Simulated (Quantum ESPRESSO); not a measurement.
# Computed records: Al₂ZnSiN₄ (made-up cell)

All values are calculated (Quantum ESPRESSO 7.5). Calculation on a made-up crystal cell, not a measurement: periodic Kohn-Sham density functional theory in plane waves with PseudoDojo standard norm-conserving scalar-relativistic pseudopotentials, each functional with its own files (v0.5 for PBE, v0.4.1 for LDA and PBEsol), no spin polarisation, no spin-orbit coupling, atoms not relaxed, stress positive in tension, energies less a fixed whole-eV offset for each atom's element; levels are Kohn-Sham levels at fractions of this cell's reciprocal vectors, counted from the reference band (half the neutral cell's valence electrons, rounded up) at Gamma; error bars cover cutoff and k-mesh only, not smearing or the files; added strain carries the atoms with the cell, and shear is the tensor component; each bar is the largest change over components, and at least 0.002 eV, 0.002 eV per angstrom or 0.02 GPa; energies are for the whole cell, and the offsets were chosen from early runs and are not element reference energies.

Settings shared by all entries: lattice type wurtzite; functional pbe; cutoff 1143 eV; fermi dirac smearing 0.1 eV; scf tolerance 1e-07 eV; electrons removed 0; added strain kind biaxial xx and yy; k mesh 8 x 6 x 6, shifted by half a step.

```json
{"entry": 1, "formula": "Al2ZnSiN4", "kind": "made-up cell", "unstrained_structure": {"cell_angstrom": [[3.2006, 0.0, 0.0], [0.0, 5.5436, 0.0], [0.0, 0.0, 5.2266]], "atoms_fractional": [["Al", -0.03487, 0.00527, -0.01001], ["Si", 0.51528, 0.50267, -0.00413], ["Zn", 0.50409, 0.16439, 0.50538], ["Al", 0.02346, 0.67068, 0.47972], ["N", 0.02956, 0.00036, 0.3518], ["N", 0.50447, 0.48254, 0.37673], ["N", 0.51525, 0.18234, 0.88247], ["N", 0.01459, 0.66814, 0.87407]]}, "given": {"added_strain": -0.0201, "structure_shown": "before the added strain of -0.0201", "atom_site": [1, 2, 3, 4, 5, 6, 7, 8], "atom_energy_offset [eV]": [-64, -115, -5687, -64, -283, -283, -283, -283]}, "results": {"free_energy_less_offsets [eV]": -2.853, "smearing_term_minus_ts [eV]": -0.002211, "scf_iterations": 12, "pressure [GPa]": -6.473, "stress_xx [GPa]": 4.609, "stress_yy [GPa]": 2.383, "stress_zz [GPa]": 12.43, "stress_yz [GPa]": 0.3505, "stress_xz [GPa]": -2.264, "stress_xy [GPa]": 1.96, "force_site": [1, 2, 3, 4, 5, 6, 7, 8], "force_x [eV/angstrom]": [2.313, -0.185, 0.6919, -0.5978, -1.068, 0.729, -1.693, -0.1904], "force_y [eV/angstrom]": [0.6611, -1.708, -1.61, 0.5757, -2.435, 3.847, 1.986, -1.317], "force_z [eV/angstrom]": [2.082, 1.577, -0.3805, -0.9046, -0.2349, -3.118, 0.9218, 0.05655], "error_bar_energy [eV]": 0.002, "error_bar_stress [GPa]": 0.02, "error_bar_force [eV/angstrom]": 0.002544, "error_bars_from": "tighter rerun of a related cell"}}
{"entry": 2, "formula": "Al2ZnSiN4", "kind": "made-up cell", "unstrained_structure": {"cell_angstrom": [[3.2006, 0.0, 0.0], [0.0, 5.5436, 0.0], [0.0, 0.0, 5.2266]], "atoms_fractional": [["Al", -0.03487, 0.00527, -0.01001], ["Si", 0.51528, 0.50267, -0.00413], ["Zn", 0.50409, 0.16439, 0.50538], ["Al", 0.02346, 0.67068, 0.47972], ["N", 0.02956, 0.00036, 0.3518], ["N", 0.50447, 0.48254, 0.37673], ["N", 0.51525, 0.18234, 0.88247], ["N", 0.01459, 0.66814, 0.87407]]}, "given": {"added_strain": -0.0125, "structure_shown": "before the added strain of -0.0125", "atom_site": [1, 2, 3, 4, 5, 6, 7, 8], "atom_energy_offset [eV]": [-64, -115, -5687, -64, -283, -283, -283, -283]}, "results": {"free_energy_less_offsets [eV]": -2.808, "smearing_term_minus_ts [eV]": -0.002841, "scf_iterations": 12, "pressure [GPa]": -8.96, "stress_xx [GPa]": 7.818, "stress_yy [GPa]": 6.044, "stress_zz [GPa]": 13.02, "stress_yz [GPa]": 0.2339, "stress_xz [GPa]": -2.083, "stress_xy [GPa]": 1.688, "force_site": [1, 2, 3, 4, 5, 6, 7, 8], "force_x [eV/angstrom]": [2.186, -0.1761, 0.6409, -0.5514, -1.019, 0.6825, -1.563, -0.1988], "force_y [eV/angstrom]": [0.6952, -1.751, -1.53, 0.5749, -2.42, 3.757, 1.954, -1.281], "force_z [eV/angstrom]": [1.975, 1.544, -0.5104, -0.929, -0.1198, -3.017, 0.9818, 0.07536], "error_bar_energy [eV]": 0.002, "error_bar_stress [GPa]": 0.02, "error_bar_force [eV/angstrom]": 0.002544, "error_bars_from": "tighter rerun of a related cell"}}
{"entry": 3, "formula": "Al2ZnSiN4", "kind": "made-up cell", "unstrained_structure": {"cell_angstrom": [[3.2006, 0.0, 0.0], [0.0, 5.5436, 0.0], [0.0, 0.0, 5.2266]], "atoms_fractional": [["Al", -0.03487, 0.00527, -0.01001], ["Si", 0.51528, 0.50267, -0.00413], ["Zn", 0.50409, 0.16439, 0.50538], ["Al", 0.02346, 0.67068, 0.47972], ["N", 0.02956, 0.00036, 0.3518], ["N", 0.50447, 0.48254, 0.37673], ["N", 0.51525, 0.18234, 0.88247], ["N", 0.01459, 0.66814, 0.87407]]}, "given": {"added_strain": 0.0009, "structure_shown": "before the added strain of 0.0009", "atom_site": [1, 2, 3, 4, 5, 6, 7, 8], "atom_energy_offset [eV]": [-64, -115, -5687, -64, -283, -283, -283, -283]}, "results": {"free_energy_less_offsets [eV]": -2.659, "smearing_term_minus_ts [eV]": -0.004282, "scf_iterations": 13, "pressure [GPa]": -12.83, "stress_xx [GPa]": 12.8, "stress_yy [GPa]": 11.76, "stress_zz [GPa]": 13.93, "stress_yz [GPa]": 0.05042, "stress_xz [GPa]": -1.791, "stress_xy [GPa]": 1.253, "force_site": [1, 2, 3, 4, 5, 6, 7, 8], "force_x [eV/angstrom]": [1.976, -0.1606, 0.5549, -0.4735, -0.9378, 0.6048, -1.351, -0.2128], "force_y [eV/angstrom]": [0.7448, -1.812, -1.401, 0.5702, -2.39, 3.611, 1.893, -1.216], "force_z [eV/angstrom]": [1.806, 1.5, -0.7063, -0.9534, 0.0562, -2.862, 1.066, 0.09414], "error_bar_energy [eV]": 0.002, "error_bar_stress [GPa]": 0.02, "error_bar_force [eV/angstrom]": 0.002544, "error_bars_from": "tighter rerun of a related cell"}}
{"entry": 4, "formula": "Al2ZnSiN4", "kind": "made-up cell", "unstrained_structure": {"cell_angstrom": [[3.2006, 0.0, 0.0], [0.0, 5.5436, 0.0], [0.0, 0.0, 5.2266]], "atoms_fractional": [["Al", -0.03487, 0.00527, -0.01001], ["Si", 0.51528, 0.50267, -0.00413], ["Zn", 0.50409, 0.16439, 0.50538], ["Al", 0.02346, 0.67068, 0.47972], ["N", 0.02956, 0.00036, 0.3518], ["N", 0.50447, 0.48254, 0.37673], ["N", 0.51525, 0.18234, 0.88247], ["N", 0.01459, 0.66814, 0.87407]]}, "given": {"added_strain": 0.0056, "structure_shown": "before the added strain of 0.0056", "atom_site": [1, 2, 3, 4, 5, 6, 7, 8], "atom_energy_offset [eV]": [-64, -115, -5687, -64, -283, -283, -283, -283]}, "results": {"free_energy_less_offsets [eV]": -2.588, "smearing_term_minus_ts [eV]": -0.004886, "scf_iterations": 13, "pressure [GPa]": -14.05, "stress_xx [GPa]": 14.36, "stress_yy [GPa]": 13.56, "stress_zz [GPa]": 14.22, "stress_yz [GPa]": -0.00981, "stress_xz [GPa]": -1.697, "stress_xy [GPa]": 1.113, "force_site": [1, 2, 3, 4, 5, 6, 7, 8], "force_x [eV/angstrom]": [1.906, -0.1551, 0.5265, -0.4479, -0.9107, 0.5797, -1.281, -0.218], "force_y [eV/angstrom]": [0.76, -1.829, -1.357, 0.5675, -2.377, 3.56, 1.869, -1.194], "force_z [eV/angstrom]": [1.752, 1.488, -0.766, -0.9564, 0.1103, -2.814, 1.089, 0.09677], "error_bar_energy [eV]": 0.002, "error_bar_stress [GPa]": 0.02, "error_bar_force [eV/angstrom]": 0.002544, "error_bars_from": "tighter rerun of a related cell"}}
{"entry": 5, "formula": "Al2ZnSiN4", "kind": "made-up cell", "unstrained_structure": {"cell_angstrom": [[3.2006, 0.0, 0.0], [0.0, 5.5436, 0.0], [0.0, 0.0, 5.2266]], "atoms_fractional": [["Al", -0.03487, 0.00527, -0.01001], ["Si", 0.51528, 0.50267, -0.00413], ["Zn", 0.50409, 0.16439, 0.50538], ["Al", 0.02346, 0.67068, 0.47972], ["N", 0.02956, 0.00036, 0.3518], ["N", 0.50447, 0.48254, 0.37673], ["N", 0.51525, 0.18234, 0.88247], ["N", 0.01459, 0.66814, 0.87407]]}, "given": {"added_strain": 0.0112, "structure_shown": "before the added strain of 0.0112", "atom_site": [1, 2, 3, 4, 5, 6, 7, 8], "atom_energy_offset [eV]": [-64, -115, -5687, -64, -283, -283, -283, -283]}, "results": {"free_energy_less_offsets [eV]": -2.49, "smearing_term_minus_ts [eV]": -0.005678, "scf_iterations": 13, "pressure [GPa]": -15.41, "stress_xx [GPa]": 16.1, "stress_yy [GPa]": 15.58, "stress_zz [GPa]": 14.55, "stress_yz [GPa]": -0.07806, "stress_xz [GPa]": -1.59, "stress_xy [GPa]": 0.9534, "force_site": [1, 2, 3, 4, 5, 6, 7, 8], "force_x [eV/angstrom]": [1.826, -0.1492, 0.4932, -0.4178, -0.8792, 0.5498, -1.201, -0.2223], "force_y [eV/angstrom]": [0.7773, -1.848, -1.306, 0.5652, -2.363, 3.501, 1.842, -1.168], "force_z [eV/angstrom]": [1.691, 1.476, -0.8315, -0.957, 0.1701, -2.759, 1.113, 0.09746], "error_bar_energy [eV]": 0.002, "error_bar_stress [GPa]": 0.02, "error_bar_force [eV/angstrom]": 0.002544, "error_bars_from": "tighter rerun of a related cell"}}
{"entry": 6, "formula": "Al2ZnSiN4", "kind": "made-up cell", "unstrained_structure": {"cell_angstrom": [[3.2006, 0.0, 0.0], [0.0, 5.5436, 0.0], [0.0, 0.0, 5.2266]], "atoms_fractional": [["Al", -0.03487, 0.00527, -0.01001], ["Si", 0.51528, 0.50267, -0.00413], ["Zn", 0.50409, 0.16439, 0.50538], ["Al", 0.02346, 0.67068, 0.47972], ["N", 0.02956, 0.00036, 0.3518], ["N", 0.50447, 0.48254, 0.37673], ["N", 0.51525, 0.18234, 0.88247], ["N", 0.01459, 0.66814, 0.87407]]}, "given": {"added_strain": 0.0208, "structure_shown": "before the added strain of 0.0208", "atom_site": [1, 2, 3, 4, 5, 6, 7, 8], "atom_energy_offset [eV]": [-64, -115, -5687, -64, -283, -283, -283, -283]}, "results": {"stress_xy [GPa]": null, "stress_xz [GPa]": null, "stress_yz [GPa]": null}}
```

Question: Estimate the stress xy of Al₂ZnSiN₄ (made-up cell) (entry 6).
Answer: 0.6972 GPa

Question: Al₂ZnSiN₄ (made-up cell) (entry 6): stress xz?
Answer: -1.417 GPa

Question: Estimate the stress yz of Al₂ZnSiN₄ (made-up cell) (entry 6).
Answer: -0.187 GPa

Further results for Al₂ZnSiN₄ (made-up cell) (entry 6):

* free energy less offsets: -2.294 eV
* smearing term minus ts: -0.00717 eV
* scf iterations: 13
* pressure: -17.53 GPa
* stress xx: 18.81 GPa
* stress yy: 18.72 GPa
* stress zz: 15.05 GPa
* error bar energy: 0.002 eV
* error bar stress: 0.02 GPa
* error bar force: 0.002544 eV/Å
* error bars from: tighter rerun of a related cell

Forces:
| site | x (eV/Å) | y (eV/Å) | z (eV/Å) |
| --- | --- | --- | --- |
| 1 | 1.694 | 0.8029 | 1.593 |
| 2 | -0.1381 | -1.877 | 1.46 |
| 3 | 0.4376 | -1.224 | -0.9295 |
| 4 | -0.3702 | 0.5583 | -0.9498 |
| 5 | -0.8268 | -2.337 | 0.2615 |
| 6 | 0.5024 | 3.405 | -2.675 |
| 7 | -1.069 | 1.791 | 1.147 |
| 8 | -0.2305 | -1.12 | 0.09331 |
